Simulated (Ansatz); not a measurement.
## SiO2: a ladder of calculations

Cell of run 1: an entry of the Crystallography Open Database (COD) (listed for 1.1 GPa).

```cif
data_SiO2
_symmetry_space_group_name_H-M 'P4_12_12'
_symmetry_Int_Tables_number 92
_cell_length_a 4.8757
_cell_length_b 4.8757
_cell_length_c 6.7163
_cell_angle_alpha 90.000
_cell_angle_beta 90.000
_cell_angle_gamma 90.000
loop_
_atom_site_label
_atom_site_type_symbol
_atom_site_symmetry_multiplicity
_atom_site_Wyckoff_symbol
_atom_site_fract_x
_atom_site_fract_y
_atom_site_fract_z
Si Si 4 a 0.3125 0.3125 0.0000
O O 8 b 0.2356 0.1269 0.1904
```

One atom of each set is listed.

Relaxed positions (PBE, cell held):

Si (0.3154, 0.3154, 0.0000)
O (0.2321, 0.1365, 0.1952)

All runs are DFT with Ansatz 0.2.0 (plane waves and PAW, scalar-relativistic unless spin–orbit coupling is named, Γ-centred meshes, Fermi–Dirac smearing where given) in this cell.

Run 1: PBE, gradients read without the response of the cores, atoms as given; 420 eV, 5×5×4 k-points, smearing 0.02 eV.
Run 2: PBE, gradients read without the response of the cores, atoms relaxed; 420 eV, 5×5×4 k-points, smearing 0.02 eV.
Run 3: r2SCAN, gradients read without the response of the cores, at the relaxed atoms; 500 eV, 5×5×4 k-points, smearing 0.02 eV.

```
run   Si V_zz (η)   O V_zz (η)
  1  -0.67 (0.73)  9.04 (0.21)
  2  -0.43 (0.82)  9.30 (0.27)
  3             ?            ?
```

V_zz in 10²¹ V/m².

**Question.** Estimate the row of run 3.

**Answer.** Si: -0.44 (0.77); O: 9.22 (0.27). It lies nearest to run 2, from whose tensors on these sites it differs by 0.09 at most (largest principal value of the difference, on O). Taken one at a time, the positions of the atoms (as given or relaxed) move the tensors on these sites by up to 0.44 (largest principal value of the change, on O), the functional (r2SCAN with its higher cutoff) by 0.09 (O).

In runs 1, 3 the atoms aren't at the calculated equilibrium (largest force 0.50, 0.36 eV/Å). The cell isn't the equilibrium one in run 1 (calculated pressure 9 GPa), and the entry's cell may itself be off.
